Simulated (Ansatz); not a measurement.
GaP (zinc blende)

```
GaP
1.0
    0.00000     5.50603     5.50603
    2.75302     2.75302     5.50603
    2.75302     2.75302     0.00000
P Ga
2 2
Direct
  0.00000   0.75000   0.75000
  0.50000   0.75000   0.75000
  0.00000   0.00000   0.00000
  0.50000   0.00000   0.00000
```

A phonon eigenvector at X = (0.5, 0.5, 0.0) is frozen into this cell: atom i moves by Q times the vector below, so Q is the largest atomic displacement, in Å. The cell is held. (q is in reciprocal vectors of the primitive cell; the cell shown is doubled to hold the pattern.)

```csv
atom,x,y,z
Ga3,0.000,0.000,1.000
Ga4,0.000,0.000,-1.000
```

Atoms not listed stay in place.

Level of theory: PBE (plane waves to 420 eV, PAW, scalar-relativistic; Ansatz, a program for electronic structure). k mesh 10×10×10 (Γ-centred), Fermi-Dirac smearing 0.05 eV. The energy includes the smearing's −TS. GaP was relaxed with its symmetry unable to fall. ΔE is measured from the undisplaced structure.

| Q (Å) | ΔE (meV/cell) |
|---|---|
| -0.180 | 478 |
| -0.150 | withheld |
| -0.120 | 214 |
| -0.090 | 120 |
| -0.060 | 54 |
| -0.030 | 13 |
| 0.000 | 0 |
| 0.030 | 13 |
| 0.060 | 54 |
| 0.090 | 120 |
| 0.120 | 214 |
| 0.150 | withheld |
| 0.180 | 478 |

Q: Fit an even polynomial form (powers 2, 4) to the given rows and predict ΔE at Q = 0.150.

A: Least squares on the 11 given rows: ΔE = (14910)·Q² + (-4948)·Q⁴, in meV/cell with Q in Å; root-mean-square residual 0.3 meV/cell. At 0.150 the fit gives 333 meV/cell; the calculation gives 333 meV/cell, the same to the digits shown. The quadratic term alone would give 335 meV/cell.

(For displaced atoms, the force is minus the slope of the energy, and its curvature is a force constant, which sets phonon frequencies.)
